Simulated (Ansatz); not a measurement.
Cd (fcc (Cu type), Fm-3m) under volume change, the program Ansatz at the r²SCAN level (PAW), scaled uniformly.

```json
[
 {"V (Å³/atom)": "19.804", "E − E(relaxed) (meV/atom)": "34.4", "P (GPa)": "6.22"},
 {"V (Å³/atom)": "20.457", "E − E(relaxed) (meV/atom)": "14.3", "P (GPa)": "3.73"},
 {"V (Å³/atom)": "21.110", "E − E(relaxed) (meV/atom)": "3.3", "P (GPa)": "1.69"},
 {"V (Å³/atom)": "21.763", "E − E(relaxed) (meV/atom)": "0.0", "P (GPa)": "0.00"},
 {"V (Å³/atom)": "22.416", "E − E(relaxed) (meV/atom)": "3.0", "P (GPa)": "-1.40"},
 {"V (Å³/atom)": "23.069", "E − E(relaxed) (meV/atom)": "?", "P (GPa)": "?"},
 {"V (Å³/atom)": "23.722", "E − E(relaxed) (meV/atom)": "?", "P (GPa)": "?"}
]
```

Problem. Complete the blanks.

Solution. 
- 23.722, E − E(relaxed) (meV/atom): 23.5
- 23.722, P (GPa): -3.51
- 23.069, E − E(relaxed) (meV/atom): 11.1
- 23.069, P (GPa): -2.56

Problem. What does a third-order Birch–Murnaghan fit give for V₀, B₀ and B′?

Solution. V₀ = 21.76 Å³/atom, B₀ = 51.2 GPa, B′ = 5.4.

The cell is a constructed one: a structure type filled with these elements; the Crystallography Open Database copy checked does not list it. It is not the phase usual at ambient conditions (space group No. 194). Symmetry was held in the r²SCAN relaxation. At this level the phase is mechanically unstable.

Potentials: the later of the program's two PAW sets.
